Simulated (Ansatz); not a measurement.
Data:

Te$_{2}$Mo:
```yaml
crystal:
  lattice:
    - [3.54639, 0.00000, 0.00000]
    - [-1.77319, 3.07126, 0.00000]
    - [0.00000, 0.00000, 14.25638]
  atoms:
    - { symbol: Mo, position: [0.33333, 0.66667, 0.25000] }
    - { symbol: Mo, position: [0.66667, 0.33333, 0.75000] }
    - { symbol: Te, position: [0.33333, 0.66667, 0.62430] }
    - { symbol: Te, position: [0.66667, 0.33333, 0.12430] }
    - { symbol: Te, position: [0.66667, 0.33333, 0.37570] }
    - { symbol: Te, position: [0.33333, 0.66667, 0.87570] }
```

This is the r²SCAN+D4-relaxed structure.

Problem. All from r²SCAN+D4 (plane waves, PAW; program Ansatz), unless another level is named. Predict the electron effective mass with spin–orbit coupling.

Solution. 0.40, 0.52, 0.83 mₑ (principal values).

Problem. Next, the gap with spin–orbit coupling?

Solution. 0.90 eV.

Problem. Give the band gap.

Solution. 0.91 eV (indirect).

Problem. Predict the HSE06 gap on the r²SCAN+D4 cell.

Solution. 1.22 eV.

Problem. What about the weight of the valence-edge state by species (Voronoi cells)?

Solution. Mo 69 %, Te 31 %.

Problem. What about the weight of the conduction-edge state by species (Voronoi cells)?

Solution. Mo 60 %, Te 40 %.

Space group P6_3/mmc. The r²SCAN+D4 relaxation kept the symmetry of its start. No spin polarisation was allowed. Spin–orbit coupling is left out wherever it is not named.

Potentials: the later of the program's two PAW sets.
